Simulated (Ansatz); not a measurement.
## Data sheet: SmCrO$_{3}$ (DFT)

SmCrO3:
```xyz
5
Lattice="3.7917 0.0000 0.0000 0.0000 3.7917 0.0000 0.0000 0.0000 3.7917" Properties=species:S:1:pos:R:3 pbc="T T T"
Cr     1.8959     1.8959     1.8959
Sm     0.0000     0.0000     0.0000
O      1.8959     1.8959     0.0000
O      0.0000     1.8959     1.8959
O      1.8959     0.0000     1.8959
```
The run is spin-polarised; directions of the spins, atom by atom: ↑ ↑ 0 0 0.

Space group Pm-3m (No. 221), cubic perovskite; conventional cell a = b = c = 3.792 Å, α = β = γ = 90.00°.

Method: plane-wave PAW PBEsol (Ansatz code). Structure relaxed to zero pressure with the same functional. Other levels are named where they apply.

### Cell and energy

- Volume per atom: 10.90 Å³
- Density: 7.63 g/cm³

### Electronic structure

- Electronic character: metallic (no gap)
- Density of states at the Fermi level: 2.3 states/eV per atom (mean over ±0.08 eV)

### Magnetism

* **Magnetic order**: ferromagnetic
* **Net moment**: 1.60 μB per atom

### Charges

Bader charges: Cr +1.84, Sm +1.81, O -1.22 e

The workflow started from an entry of the Crystallography Open Database (COD). Whether it is the stable phase at ambient conditions was not checked. The cell was relaxed with PBEsol under the symmetry of its start; whether a distortion lowers the energy is not shown. Spin order of the final state: ferromagnetic, the only order run, not a proven ground state. The 4f shell is in the valence, and the state reached may lie above the lowest one. No Hubbard U is applied. The compound may be a true metal, but semilocal functionals without U, or a wrong spin order, can also close a gap. Scalar-relativistic: spin–orbit coupling is off unless named, which matters more the heavier the elements.

Potentials: the later of the program's two PAW sets.
